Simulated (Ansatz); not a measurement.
# Te (diamond): energy against volume

Method: Ansatz, DFT, r2SCAN, plane waves (500 eV) with PAW, scalar-relativistic. The PAW files were generated under PBE, with cores re-solved for the functional.

The cell is scaled uniformly from the relaxed one, with fractional coordinates and shape fixed. Energies are extrapolated to zero smearing, pressures are those at the given smearing. Magnetic state: spin not included.

A Birch-Murnaghan fit gives V₀ = 45.64 Å³/atom, B₀ = 29 GPa, B₀′ = 4.2.

(1) What are the energy above the minimum and the pressure at 40.120 Å³/atom?

(2) What are the energy above the minimum and the pressure at 41.943 Å³/atom?

(3) What are the energy above the minimum and the pressure at 49.238 Å³/atom?

## Answers

(1) 74.4 meV/atom and 4.83 GPa as computed.

(2) 30.9 meV/atom and 2.88 GPa as computed.

(3) 22.1 meV/atom and -1.83 GPa as computed.
